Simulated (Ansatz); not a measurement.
Re:
Space group P6₃/mmc (No. 194); a = 2.758 Å, b = 2.758 Å, c = 4.462 Å, α = 90.00°, β = 90.00°, γ = 120.00°

```
atom  site  symmetry       x       y       z
----  ----  --------  ------  ------  ------
Re      2d      -6m2  0.6667  0.3333  0.2500
```

Relaxed with DFT-r²SCAN in the program Ansatz with PAW potentials. Indices refer to the conventional cell of P6_3/mmc, a = 2.758 Å, b = 2.758 Å, c = 4.462 Å, α = 90.00°, β = 90.00°, γ = 120.00°.

### Question
Simulate the powder diffraction pattern (Cu Kα, λ = 1.54184 Å; lines above 1 %) up to 2θ = 90°.

### Answer
Simulated powder pattern, Cu Kα, λ = 1.54184 Å (kinematic, ideal powder, no thermal factors, no anomalous dispersion; the 30 strongest lines at most, above 1 %, up to 2θ = 90°):

```json
[
 {"2θ (°)": "37.66", "d (Å)": "2.389", "I/Imax (%)": "24", "hkl": "(1 0 -1 0)"},
 {"2θ (°)": "40.43", "d (Å)": "2.231", "I/Imax (%)": "26", "hkl": "(0002)"},
 {"2θ (°)": "42.95", "d (Å)": "2.106", "I/Imax (%)": "100", "hkl": "(1 0 -1 1)"},
 {"2θ (°)": "56.44", "d (Å)": "1.630", "I/Imax (%)": "15", "hkl": "(1 0 -1 2)"},
 {"2θ (°)": "67.97", "d (Å)": "1.379", "I/Imax (%)": "18", "hkl": "(1 1 -2 0)"},
 {"2θ (°)": "75.27", "d (Å)": "1.263", "I/Imax (%)": "20", "hkl": "(1 0 -1 3)"},
 {"2θ (°)": "80.40", "d (Å)": "1.194", "I/Imax (%)": "2.8", "hkl": "(2 0 -2 0)"},
 {"2θ (°)": "82.17", "d (Å)": "1.173", "I/Imax (%)": "22", "hkl": "(1 1 -2 2)"},
 {"2θ (°)": "83.85", "d (Å)": "1.154", "I/Imax (%)": "15", "hkl": "(2 0 -2 1)"},
 {"2θ (°)": "87.44", "d (Å)": "1.115", "I/Imax (%)": "3.2", "hkl": "(0004)"}
]
```

The r²SCAN relaxation kept the symmetry of its start. No spin polarisation was allowed. Axis ratios of metals converge slowly with the k-mesh, so a and c are less sure than the volume. Scalar-relativistic: spin–orbit coupling is off unless named, which matters more the heavier the elements.

Potentials: the later of the program's two PAW sets.
